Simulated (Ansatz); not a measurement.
In plane-wave PAW PBEsol (Ansatz code), SiSnGeC in the trigonal phase (R3m; C on 3a, Si on 3a, Ge on 3a, Sn on 3a) relaxes to a = 3.725 Å, c = 18.361 Å. Its formation energy from the elements is 0.38 eV/atom, with no fitted shifts.

Electronic character: no gap, with almost no states at the Fermi level (zero-gap or semimetallic).

The bulk modulus is 95.8 GPa.

The start of the workflow was typed in or built on a structure type; neither database checked (COD, Materials Project) lists it. Its standing as an ambient phase is unchecked. Symmetry was held in the PBEsol relaxation; whether a distortion lowers the energy is not shown. The volume moved by 21 % from the start of the relaxation. Its formation energy is positive at this level, so the cell may be metastable or incomplete. The references are the lowest solids computed at this level, not always the standard phases. Spin–orbit coupling is left out wherever it is not named.

Potentials: the later of the program's two PAW sets.
